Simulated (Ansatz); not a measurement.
Na2Te (anti-fluorite)

```yaml
crystal:
  lattice:
    - [0.00000, 3.63932, 3.63932]
    - [3.63932, 0.00000, 3.63932]
    - [3.63932, 3.63932, 0.00000]
  atoms:
    - { symbol: Na, position: [0.25000, 0.25000, 0.25000] }
    - { symbol: Na, position: [0.75000, 0.75000, 0.75000] }
    - { symbol: Te, position: [0.00000, 0.00000, 0.00000] }
```

The slice is a {110} plane (indices of the conventional cell) through the point (0.250, 0.250, 0.250) (fractional), spanned by u = [100] and v = [1 -1 -1] in vectors of this cell: u (5.15 Å) and v (7.28 Å, at 90° to u). It covers one period; positions are fractions (u, v).

Computed with r2SCAN (plane waves to 500 eV, PAW, scalar-relativistic; Ansatz, a quantum-chemistry and plane-wave program). k mesh 8×8×8. Near the nuclei the fields are pseudised (PAW); where an atom keeps semicore shells as valence, they peak there. Na2Te was relaxed with its symmetry unable to fall. Spin-orbit coupling is left out, though Te is heavy.

Three fields on this plane, each scaled to ten steps between its own extremes (0 low, 9 high; the total valence density on a logarithmic scale, the potential cut 8 eV below its top; x marks points blanked near nuclei; v = 0 in the bottom row):

Map A
```
|xxxx3689999999863xxx|
|xxxx4689999999864xxx|
|xxx357899999998753xx|
|23457889999999887543|
|66678899999999988766|
|77888999999999998887|
|88889999999999999888|
|77888999999999998887|
|66678899999999988766|
|23457889999999887543|
|xxx357899999998753xx|
|xxxx4689999999864xxx|
|xxxx3689999999863xxx|
|xxxx2689999999862xxx|
|xxxx3688888888863xxx|
|xxxx4777644467774xxx|
|xxx467630000036764xx|
|23467630xxxxx0367643|
|6677750xxxxxxx057776|
|7788740xxxxxxx047887|
|8888730xxxxxxx037888|
|7788740xxxxxxx047887|
|6677750xxxxxxx057776|
|23467630xxxxx0367643|
|xxx467630000036764xx|
|xxxx4777644467774xxx|
|xxxx3688888888863xxx|
|xxxx2689999999862xxx|
```

Map B
```
|xxxx0013566653100xxx|
|xxxx0001233321000xxx|
|xxx000000000000000xx|
|00000000000000000000|
|00000000000000000000|
|00000000000000000000|
|00000000000000000000|
|00000000000000000000|
|00000000000000000000|
|00000000000000000000|
|xxx000000000000000xx|
|xxxx0001233321000xxx|
|xxxx0013566653100xxx|
|xxxx0036888886300xxx|
|xxxx0069999999600xxx|
|xxxx0399999999930xxx|
|xxx018998777899810xx|
|00016998xxxxx8996100|
|0015998xxxxxxx899510|
|0038997xxxxxxx799830|
|0148997xxxxxxx799841|
|0038997xxxxxxx799830|
|0015998xxxxxxx899510|
|00016998xxxxx8996100|
|xxx018998777899810xx|
|xxxx0399999999930xxx|
|xxxx0069999999600xxx|
|xxxx0036888886300xxx|
```

Map C
```
|xxxx5334444444335xxx|
|xxxx4323333333334xxx|
|xxx532222222222235xx|
|55432211111111122345|
|43332211000001122333|
|33332211000001122333|
|33332211000001122333|
|33332211000001122333|
|43332211000001122333|
|55432211111111122345|
|xxx532222222222235xx|
|xxxx4333333333234xxx|
|xxxx5334444444335xxx|
|xxxx6445555555446xxx|
|xxxx6556677766556xxx|
|xxxx5667888887665xxx|
|xxx667789999987766xx|
|55556789xxxxx9876555|
|4445789xxxxxxx987544|
|3456789xxxxxxx987654|
|3456789xxxxxxx987654|
|3456789xxxxxxx987654|
|4445789xxxxxxx987544|
|55556789xxxxx9876555|
|xxx667789999987766xx|
|xxxx5667888887665xxx|
|xxxx6556677766556xxx|
|xxxx6445555555446xxx|
```

### Question
Assign the maps to these fields: electron localisation function (ELF); valence electron density; electrostatic potential energy of an electron, from the cell's mean.

### Answer
A is the electrostatic potential energy of an electron, from the cell's mean; B is the electron localisation function (ELF); C is the valence electron density.
